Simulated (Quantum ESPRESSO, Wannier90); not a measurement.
ZrN (rock salt): Wannier90 run

```
CELL_PARAMETERS angstrom
      0.00000     2.29427     2.29427
      2.29427     0.00000     2.29427
      2.29427     2.29427     0.00000
ATOMIC_POSITIONS crystal
  Zr 0.50000 0.50000 0.50000
  N  0.00000 0.00000 0.00000
```

Structure: Materials Project mp-1352, symmetrised, not relaxed again. COD (Crystallography Open Database) has an entry of this formula and space group (matched by these alone). Level: PBEsol, spinors with spin-orbit coupling; pw.x of Quantum ESPRESSO at 68 Ry with PseudoDojo potentials, 8×8×8 k-points, Wannier90. Density: 12×12×12 mesh, cold smearing 0.01 Ry.

Base run: 16 functions from bands 11-44 of the 44 computed, start hydrogen-like Zr: d; N: p, centres 0.05 Å off the atoms, frozen window up to 1.50 eV relative to the Fermi level, outer window open. One thing is changed at a time; window edges are relative to the Fermi level. The misfit compares interpolated bands with pw.x on a high-symmetry path, for states up to 1.0 eV relative to the Fermi level. Converged means that the tolerances were met: symmetric starts can stop on a saddle, which shows as a larger Ω_OD at equal Ω_I and can move the misfit too.

**Question.** Which of these settings interpolates worst among those that finish?
(A) frozen window to -1.50 eV
(B) frozen window to 0.50 eV
(C) outer window to 12.76 eV
(D) frozen window to 1.00 eV
(E) base
(F) no frozen window

**Answer.** F, no frozen window. The whole sweep:

| setting | functions | frozen to (eV) | Ω_I (Å²) | Ω_D (Å²) | Ω_OD (Å²) | rms misfit (meV) | worst (meV) | ended |
|---|---|---|---|---|---|---|---|---|
| base | 16 | 1.50 | 19.99 | 0.00 | 0.56 | 6.2 | 73 | converged |
| frozen window to 1.00 eV | 16 | 1.00 | 19.47 | 0.00 | 0.49 | 21 | 234 | converged |
| frozen window to 0.50 eV | 16 | 0.50 | 19.24 | 0.00 | 0.45 | 48 | 508 | converged |
| frozen window to -1.50 eV | 16 | -1.50 | 17.99 | 0.00 | 0.30 | 375 | 1162 | converged |
| frozen window to 3.82 eV | 16 | 3.82 | – | – | – | – | – | stops: too many frozen states |
| no frozen window | 16 | none | 14.22 | 0.00 | 0.13 | 2227 | 4479 | converged |
| outer window to 6.76 eV | 16 | 1.50 | – | – | – | – | – | stops: too few bands in the window |
| outer window to 12.76 eV | 16 | 1.50 | 21.11 | 0.00 | 0.63 | 3.9 | 55 | converged |
